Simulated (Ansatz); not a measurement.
## Beta-gallia alloy of Ga2O3 and Al2O3 (6 of 48 Ga sites exchanged), 120 atoms

Ansatz, PAW, plane waves. PBEsol relaxation of cell lengths and atoms (angles held) at the single k point (¼, ¼, ¼) without its symmetry partners; single points on the relaxed atoms at the single k point (¼, ¼, ¼) without its symmetry partners, onto which points of the small cell's zone fold. Arrangement: random. No spin–orbit coupling unless named.

Relaxed structure:

```
Ga Al O
1.0
    12.22535    0.00000   -0.00196
     0.00000    9.09675    0.00000
    -2.75175    0.00000   11.24389
Ga Al O
42 6 72
Direct
  0.40993 0.16684 0.10298
  0.40876 0.16817 0.60295
  0.41107 0.50182 0.10381
  0.41136 0.83107 0.10379
  0.40867 0.83093 0.60101
  0.15785 0.16727 0.15416
  0.15835 0.16668 0.65951
  0.15768 0.49899 0.15644
  0.15935 0.49966 0.65797
  0.15927 0.83353 0.15611
  0.15860 0.83360 0.65822
  0.09100 0.99960 0.39809
  0.09044 0.33352 0.39787
  0.09226 0.66685 0.39774
  0.08884 0.66644 0.89664
  0.91117 0.00113 0.10307
  0.90856 0.99989 0.60125
  0.90822 0.33373 0.60123
  0.90938 0.66493 0.10363
  0.90885 0.66635 0.60154
  0.65895 0.99831 0.15622
  0.65816 0.00000 0.65761
  0.65964 0.33502 0.15597
  0.65655 0.33406 0.65778
  0.65726 0.66604 0.65818
  0.34071 0.99890 0.34276
  0.34064 0.99948 0.84419
  0.34101 0.33621 0.34457
  0.34088 0.33407 0.84296
  0.34136 0.66653 0.84217
  0.59071 0.16685 0.39700
  0.59059 0.16644 0.89757
  0.58916 0.50194 0.39653
  0.59094 0.50091 0.89936
  0.58857 0.83131 0.39623
  0.59159 0.83264 0.89956
  0.84076 0.16681 0.34125
  0.84447 0.16794 0.84406
  0.84063 0.50043 0.34102
  0.84339 0.49822 0.84402
  0.84037 0.83266 0.34223
  0.84322 0.83357 0.84232
  0.40783 0.50094 0.60114
  0.09015 0.00140 0.89707
  0.09068 0.33210 0.89729
  0.91005 0.33340 0.10308
  0.65941 0.66657 0.15927
  0.34018 0.66527 0.34164
  0.33379 0.16687 0.44521
  0.33383 0.16693 0.94604
  0.33915 0.50626 0.44758
  0.33524 0.50092 0.94593
  0.33576 0.82744 0.44257
  0.33428 0.83216 0.94673
  0.32552 0.16658 0.21765
  0.32638 0.16667 0.72018
  0.32779 0.50530 0.22042
  0.32829 0.49921 0.71499
  0.32739 0.82749 0.21955
  0.32659 0.83414 0.71907
  0.00344 0.16635 0.37225
  0.01052 0.16686 0.87375
  0.00354 0.50081 0.37192
  0.00709 0.49373 0.87201
  0.00348 0.83281 0.37250
  0.00708 0.83930 0.87229
  0.15989 0.99993 0.05009
  0.16614 0.00033 0.55576
  0.16179 0.33403 0.05003
  0.16613 0.33270 0.55538
  0.16292 0.66570 0.05442
  0.16643 0.66695 0.55526
  0.83207 0.99983 0.44433
  0.83598 0.00050 0.94546
  0.83301 0.33371 0.44350
  0.83988 0.33269 0.95032
  0.83322 0.66639 0.44464
  0.83812 0.66653 0.94506
  0.17284 0.99972 0.28030
  0.17090 0.99997 0.78518
  0.17372 0.33471 0.28128
  0.17142 0.33405 0.78497
  0.17731 0.66537 0.28372
  0.17301 0.66600 0.78112
  0.82668 0.99899 0.21850
  0.82703 0.00067 0.71880
  0.82840 0.33422 0.21447
  0.82734 0.33272 0.71960
  0.82284 0.66655 0.21653
  0.82761 0.66651 0.71919
  0.49688 0.99958 0.12831
  0.49497 0.99970 0.62765
  0.49711 0.33376 0.12782
  0.49197 0.33970 0.62616
  0.50169 0.66639 0.12858
  0.49322 0.66059 0.62816
  0.50328 0.00003 0.37102
  0.50393 0.99926 0.87346
  0.50334 0.33362 0.37077
  0.50398 0.33372 0.87293
  0.49833 0.66643 0.37032
  0.50334 0.66700 0.87091
  0.66681 0.16637 0.05446
  0.66428 0.16755 0.55498
  0.66518 0.50659 0.05688
  0.66536 0.50029 0.55429
  0.66520 0.82693 0.05724
  0.66336 0.83226 0.55434
  0.67332 0.16738 0.28026
  0.67337 0.16777 0.78142
  0.67186 0.50533 0.27911
  0.67422 0.49924 0.78285
  0.67140 0.82727 0.27930
  0.67344 0.83294 0.78187
  0.99389 0.17259 0.12858
  0.99556 0.16689 0.62698
  0.99348 0.49449 0.12863
  0.99622 0.49976 0.62686
  0.99649 0.83237 0.13012
  0.99594 0.83334 0.62736
```

(1) What are the mean bond lengths by pair (pairs within 1.2 times the sum of covalent radii, less contacts 15 % beyond the pair's median; cation–cation pairs of compounds aside; long ionic contacts are cut short by that bound)?

(2) What gap lies between the top filled and the lowest empty level in the single points?

Results:

(1) Al–O 1.849 ± 0.085 Å (standard deviation, 28 bonds); Ga–O 1.943 ± 0.089 Å (standard deviation, 212 bonds).

(2) r²SCAN 4.08 eV (13 s on NVIDIA H100). Away from Γ this isn't the crystal's band gap.
